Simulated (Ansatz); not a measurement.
Al2Os (cubic Laves (MgCu2 type), space group No. 227) under volume change, DFT-PBE in the program Ansatz with PAW potentials, scaled uniformly.

| V (Å³/atom) | E − E(relaxed) (meV/atom) | P (GPa) |
|---|---|---|
| 12.808 | 73.4 | 20.21 |
| 13.231 | 30.8 | 12.35 |
| 13.653 | 7.3 | 5.67 |
| 14.075 | 0.0 | 0.00 |
| 14.497 | 6.5 | -4.81 |
| 14.920 | 24.7 | -8.90 |
| 15.342 | 52.9 | -12.37 |

**Question.** What does a third-order Birch–Murnaghan fit give for V₀, B₀ and B′?

**Answer.** V₀ = 14.08 Å³/atom, B₀ = 174 GPa, B′ = 4.4.

Space group Fd-3m (cubic Laves (MgCu2 type)). The cell is a constructed one: a structure type filled with these elements; neither database checked (COD, Materials Project) lists it. Whether it is the stable phase at ambient conditions was not checked. The PBE relaxation kept the symmetry of its start; whether a distortion lowers the energy is not shown. The run is not spin-polarised. Scalar-relativistic: spin–orbit coupling is off unless named, which matters more the heavier the elements.

Potentials: the earlier of the program's two PAW sets.
